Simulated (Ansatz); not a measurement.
GaN (CsCl type, Pm-3m) at seven volumes, PBE (plane waves, PAW; program Ansatz), scaled uniformly. One row is withheld.

```tsv
V (Å³/atom)	P (GPa)
9.384	17.33
9.693	10.59
10.003	4.82
10.312	0.01
10.621	-4.08
10.931	-7.46
11.240	?
```

Question: Fit the shown pressures and predict the withheld one.

Answer: P = (3/2)B₀(x^(7/2) − x^(5/2))[1 + (3/4)(B′ − 4)(x − 1)] with x = (V₀/V)^(2/3). Least squares on the six rows gives V₀ = 10.313 Å³/atom, B₀ = 147 GPa, B′ = 4.68. At V = 11.240, x = 0.9442 and P = -10.35 GPa. The run itself gave -10.43 GPa.

The cell is a constructed one: a structure type filled with these elements; neither database checked (COD, Materials Project) lists it. It is not the phase usual at ambient conditions (space group No. 186, 216). The cell was relaxed with PBE under the symmetry of its start; whether a distortion lowers the energy is not shown.

Potentials: the earlier of the program's two PAW sets.
